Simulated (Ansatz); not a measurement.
This run works on a generated trial structure, not on a known crystal.

Input and command of a plane-wave DFT calculation in Ansatz:

```yaml
crystal:
  lattice:
    - [4.06896056, 0.0, 0.0]
    - [-2.03448028, 3.52382321, 0.0]
    - [0.0, 0.0, 8.27887739]
  atoms:
    - { symbol: Zr, position: [0.33333333, 0.66666667, 0.5] }
    - { symbol: Zr, position: [0.66666667, 0.33333333, 0.5] }
    - { symbol: Zr, position: [0.33333333, 0.66666667, 0.0] }
    - { symbol: Zr, position: [0.66666667, 0.33333333, 0.0] }
    - { symbol: Ge, position: [0.0, 0.0, 0.5] }
    - { symbol: Ir, position: [0.0, 0.0, 0.79022296] }
    - { symbol: Ir, position: [0.0, 0.0, 0.20977704] }
basis:
  ecutwfc: 420
kpoints:
  mp_grid: { grid: [5, 5, 2] }
hamiltonian:
  xc: pbe
scf:
  occupations: { method: gaussian, width: 0.2 }
  lower_state_search: "off"
output:
  forces: true
  stress: true
  eigenvalues: true
relax:
  adjacent_minimum: "off"
  f_tol: 0.08
  max_steps: 16
  cell: { stress_tol: 0.8 }
```

```bash
ansatz run input.yaml --threads 1 --pin off --max-ram 2560MiB --backend cpu --events-out ev --progress --plain --runs-dir out
```

Processor: Intel(R) Xeon(R) Processor @ 2.70GHz, 1 thread, on a host shared with other jobs.

Task: Estimate time, memory and problem size.

Result: About 81 s, peak memory 0.48 GiB. It solves 58 bands at 10 k points (after reduction by symmetry) with about 2731 plane waves (on the last cell), in 62 SCF iterations over 9 ionic steps.
